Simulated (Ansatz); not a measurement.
## MgO: the functional and the phonons

MgO in the rock-salt structure, relaxed with PBE.

```
Mg O
1.0
     0.00000    2.12722    2.12722
     2.12722    0.00000    2.12722
     2.12722    2.12722    0.00000
Mg O
1 1
Direct
  0.00000 0.00000 0.00000
  0.50000 0.50000 0.50000
```

Settings of the Ansatz calculation: PBE; Ansatz hand-made PAW at 930 eV; k mesh 6×6×6; fixed occupations; no spin. Harmonic phonons by linear response, frequencies in cm⁻¹, imaginary ones marked i; at Γ the three translations are left out and no LO–TO term is added.

Caveats: coarse k mesh.

At 9.63 Å³ an atom it gives top Γ mode (cm⁻¹) 365; lowest mode at X = [0.5, 0, 0.5] (cm⁻¹) 279; top mode at X = [0.5, 0, 0.5] (cm⁻¹) 526; mean ε∞ 3.23; mean Born charge of Mg (e) 2.00.

Q: Repeat with LDA in its relaxed cell, PBEsol in its relaxed cell, on the same kind of potentials and mesh. What changes?

A: 
```json
{"functional": "LDA in its relaxed cell", "cutoff (eV)": "930", "volume (Å³/atom)": "9.01", "top Γ mode (cm⁻¹)": "408", "lowest mode at X = [0.5, 0, 0.5] (cm⁻¹)": "292", "top mode at X = [0.5, 0, 0.5] (cm⁻¹)": "553", "mean ε∞": "3.18", "mean Born charge of Mg (e)": "1.97"}
{"functional": "PBEsol in its relaxed cell", "cutoff (eV)": "930", "volume (Å³/atom)": "9.36", "top Γ mode (cm⁻¹)": "386", "lowest mode at X = [0.5, 0, 0.5] (cm⁻¹)": "284", "top mode at X = [0.5, 0, 0.5] (cm⁻¹)": "534", "mean ε∞": "3.24", "mean Born charge of Mg (e)": "1.99"}
```
